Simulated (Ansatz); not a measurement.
Zn₂GeO₄:
```cif
data_Ge8O32Zn16
_chemical_formula_sum 'Zn16 Ge8 O32'
_space_group_name_H-M_alt 'Fd-3m :1'
_space_group_IT_number 227
_space_group_name_Hall 'F 4d 2 3 -1d'
_cell_length_a 8.32914
_cell_length_b 8.32914
_cell_length_c 8.32914
_cell_angle_alpha 90.000
_cell_angle_beta 90.000
_cell_angle_gamma 90.000
loop_
_atom_site_label
_atom_site_type_symbol
_atom_site_symmetry_multiplicity
_atom_site_Wyckoff_symbol
_atom_site_fract_x
_atom_site_fract_y
_atom_site_fract_z
_atom_site_occupancy
Zn1 Zn 16 c 0.12500 0.12500 0.12500 1
Ge1 Ge 8 b 0.50000 0.50000 0.50000 1
O1 O 32 e 0.37645 0.37645 0.37645 1
```
(The calculation used a cell of 14 atoms; values per cell refer to that cell.)

This is the r²SCAN-relaxed structure.

Problem. All from DFT-r²SCAN in the program Ansatz with PAW potentials, unless another level is named. Give the hole effective mass with spin–orbit coupling.

Solution. 1.2 mₑ (isotropic).

Problem. What about the hole effective mass, band 2 of 3 at the edge?

Solution. 0.85 along [100], 1.1 along [110], 1.00 along [111] (mₑ).

Problem. And the band gap?

Solution. 2.20 eV (direct).

Problem. Next, the HSE06 gap on the r²SCAN cell?

Solution. 3.47 eV.

Problem. And the electron effective mass with spin–orbit coupling?

Solution. 0.26 mₑ (isotropic).

The cell is a constructed one: a structure type filled with these elements; neither database checked (COD, Materials Project) lists it. COD files the formula under space group No. 95, 148. Its standing as an ambient phase is unchecked. The cell was relaxed with r²SCAN under the symmetry of its start; its stability against distortions is not shown here. Spin–orbit coupling is left out wherever it is not named.

Potentials: the earlier of the program's two PAW sets.
